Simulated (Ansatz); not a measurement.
# LiCuCl3 (P6_3/mmc) at 2 levels of theory

One geometry, relaxed with PBE; plane waves with PAW potentials in Ansatz, scalar-relativistic. Collinear spin, ending at 1.9 μB a primitive cell. Gaps are the least over mesh and band path; pressure is positive in compression.

```yaml
crystal:
  lattice:
    - [6.62600, 0.00000, 0.00000]
    - [-3.31300, 5.73828, 0.00000]
    - [0.00000, 0.00000, 5.89752]
  atoms:
    - { symbol: Li, position: [0.33333, 0.66667, 0.75000] }
    - { symbol: Li, position: [0.66667, 0.33333, 0.25000] }
    - { symbol: Cu, position: [0.00000, 0.00000, 0.00000] }
    - { symbol: Cu, position: [0.00000, 0.00000, 0.50000] }
    - { symbol: Cl, position: [0.83220, 0.66440, 0.75000] }
    - { symbol: Cl, position: [0.33560, 0.16780, 0.75000] }
    - { symbol: Cl, position: [0.83220, 0.16780, 0.75000] }
    - { symbol: Cl, position: [0.16780, 0.33560, 0.25000] }
    - { symbol: Cl, position: [0.66440, 0.83220, 0.25000] }
    - { symbol: Cl, position: [0.16780, 0.83220, 0.25000] }
```

```json
{"level": "PBE", "cutoff (eV)": "420", "k mesh": "6×6×8", "gap (eV)": "0", "pressure (GPa)": "0.0", "largest moment (μB)": "0.49"}
```

**Question.** What comes out on the same cell with r2SCAN?

**Answer.**
```tsv
level	cutoff (eV)	k mesh	gap (eV)	pressure (GPa)	largest moment (μB)
r2SCAN	500	6×6×8	0	-1.0	0.56
```

The state reached may not be the lowest one.

It was reached by relaxing an invented guess, and it needn't be the stable form of this composition.
